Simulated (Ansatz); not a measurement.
Relaxed-ion elastic tensor of LaBPd3 (cubic perovskite, Pm-3m) in GPa (Voigt order), PBEsol in the plane-wave PAW code Ansatz; density 9.47 g/cm³, 16.44 Å³ per atom.

```
  203    115    115    0.0    0.0    0.0
  115    203    115    0.0    0.0    0.0
  115    115    203    0.0    0.0    0.0
  0.0    0.0    0.0  -26.4    0.0    0.0
  0.0    0.0    0.0    0.0  -26.4    0.0
  0.0    0.0    0.0    0.0    0.0  -26.4
```

Task: Is the crystal mechanically stable?

Result: No: the smallest eigenvalue of C is -26.4 GPa.

The workflow started from an entry of the Crystallography Open Database (COD). Whether it is the stable phase at ambient conditions was not checked. The cell was relaxed with PBEsol under the symmetry of its start. At this level the phase is dynamically unstable (imaginary phonons). No spin polarisation was allowed. As this level gives no gap, shear constants depend on the k-mesh and smearing (Fermi–Dirac, 0.1 eV here). Scalar-relativistic: spin–orbit coupling is off unless named, which matters more the heavier the elements.

Potentials: the later of the program's two PAW sets.
